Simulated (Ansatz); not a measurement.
HfW2 (cubic Laves (MgCu2 type), Fd-3m) at seven volumes, PBEsol (plane waves, PAW; program Ansatz), scaled uniformly. One row is withheld.

```tsv
V (Å³/atom)	P (GPa)
16.268	26.56
16.804	?
17.340	7.57
17.877	0.00
18.413	-6.53
18.949	-12.16
19.486	-17.00
```

Question: Fit the shown pressures and predict the withheld one.

Answer: Third-order Birch–Murnaghan: P = (3/2)B₀(x^(7/2) − x^(5/2))[1 + (3/4)(B′ − 4)(x − 1)] with x = (V₀/V)^(2/3). Least squares on the six rows gives V₀ = 17.876 Å³/atom, B₀ = 233.9 GPa, B′ = 3.95. At V = 16.804, x = 1.0421 and P = 16.34 GPa. The run itself gave 16.36 GPa.

The workflow started from a Materials Project entry (that database holds measured and hypothetical structures alike); the Crystallography Open Database files this formula in space group No. 227, but the cells were not matched. Whether it is the stable phase at ambient conditions was not checked. Symmetry was held in the PBEsol relaxation; its stability against distortions is not shown here. The run is not spin-polarised. Scalar-relativistic: spin–orbit coupling is off unless named, which matters more the heavier the elements.

Potentials: the later of the program's two PAW sets.
